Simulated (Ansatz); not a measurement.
**Al₂O₃: Core-electron binding energies**

Cell: a refined structure from the COD, ions relaxed with PBE at fixed cell, repeated to a supercell; a hole's nearest image is 7.0 Å away.

Space group R-3c:H (No. 167); a = 4.7605, c = 12.9956 Å, γ = 120.00°.

| site | Wyckoff | site symmetry | x | y | z |
| --- | --- | --- | --- | --- | --- |
| Al1 | 12c | 3. | 0.0000 | 0.0000 | 0.3521 |
| O17 | 18e | .2 | 0.9731 | 0.3333 | 0.5833 |

One atom of each set is listed; the run and its k-mesh use a cell of 40 atoms with edges of 7.00, 7.00, 7.00 Å.

The numbers come from a DFT calculation in Ansatz (PBE, plane waves and PAW, scalar-relativistic, 420 eV cutoff, Γ-centred 3×3×3 k-points, fixed occupations).

Each value is a total-energy difference between the cell with one core hole and the ground state (ΔSCF), counted from the top of the valence band. The cell with the hole is spin-polarised, as the shell with the hole is left with one unpaired spin. The periodic images are corrected with the calculated ε∞ = 3.25, 3.25, 3.21.

Question: Give the Al 2p, O 1s lines of each distinct site.

Answer: 

```csv
line,atom,first shell,E_B (eV),j = l + ½ / j = l − ½ (eV)
Al 2p,1,6 O at 1.86–1.97 Å,72.0,71.9 / 72.3
O 1s,17,4 Al at 1.86–1.97 Å; also 2 Al at 3.22 Å,528.1,–
```

For p, d and f shells E_B is the weighted mean of the two lines, whose splitting comes from the free atom's Dirac orbitals.

The program doubts some values: the potential far from the hole hasn't levelled off. Absolute PBE values can be off by an eV or more. Multiplets, satellites and widths aren't calculated.

The cell isn't at the calculated equilibrium (pressure 7 GPa in the ground-state run).

Hardware: 1 thread of Arm Neoverse V1 (aarch64; 8 cores open to the job, memory cap 3.0 GiB, no GPU), a shared host with a load of 0.4 a core. Wall time 4.9 min, CPU time 4.9 min, peak memory 1.1 GiB.
